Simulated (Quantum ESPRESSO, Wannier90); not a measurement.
# Tight-binding from DFT: Zn2SeS (P-4m2)

```xyz
4
Lattice="3.9093 0.0000 0.0000 0.0000 3.9093 0.0000 0.0000 0.0000 5.5221" Properties=species:S:1:pos:R:3 pbc="T T T"
Zn     1.9546     0.0000    -1.3084
Zn     0.0000     1.9546     1.3084
Se     0.0000     0.0000     2.7611
S      1.9546     1.9546     0.0000
```

Structure: Materials Project mp-1215430, symmetrised, not relaxed again. Not found in the COD (Crystallography Open Database) copy used; not checked further. Level: PBEsol, no spin polarisation, no spin-orbit coupling; pw.x of Quantum ESPRESSO at 69 Ry with PseudoDojo potentials, 8×8×6 k-points, Wannier90. Density: 8×8×6 mesh, cold smearing 0.01 Ry. Spin-orbit coupling, left out, would split the p-like bands by a few tenths of an eV.

Valence charges of the files: Zn 20, Se 16, S 6. 53 bands were computed.

Isolated groups of bands, relative to the valence-band maximum (bands from 32 on overlap up to the last one computed):

| bands | from (eV) | to (eV) | filling | weight on atomic waves |
|---|---|---|---|---|
| 1–2 | -124.88 | -124.88 | filled | Zn 3s 100 % |
| 3–8 | -79.18 | -79.17 | filled | Zn 3p 100 % |
| 9–13 | -46.83 | -46.80 | filled | Se 3d 100 % |
| 14–15 | -13.30 | -12.10 | filled | Se 4s 43 %, S 3s 42 %, Zn 4s 10 % |
| 16–25 | -6.60 | -5.74 | filled | Zn 3d 94 % |
| 26–31 | -5.52 | 0.00 | filled | Se 4p 39 %, S 3p 38 %, Zn 3d 9 % |

Wanted is a model with the orbitals Zn s p, Se s p, S s p, without the filled groups that are mainly made of other shells (semicore states, and anion s where it isn't named); all higher bands stay in for disentanglement.

### Question
Give num_wann, exclude_bands and num_bands, and the number of electrons that the model holds.

### Answer
Electrons: 2×20 + 1×16 + 1×6 = 62, which fill 31 bands.
num_wann = 2×4 + 1×4 + 1×4 = 16.
exclude_bands = 1-13,16-25, 23 bands, so num_bands = 53 − 23 = 30.
The model holds 62 − 2×23 = 16 electrons. With the window frozen to 2.99 eV it follows pw.x to 1.9 meV rms (states up to 2.5 eV relative to the valence-band maximum).
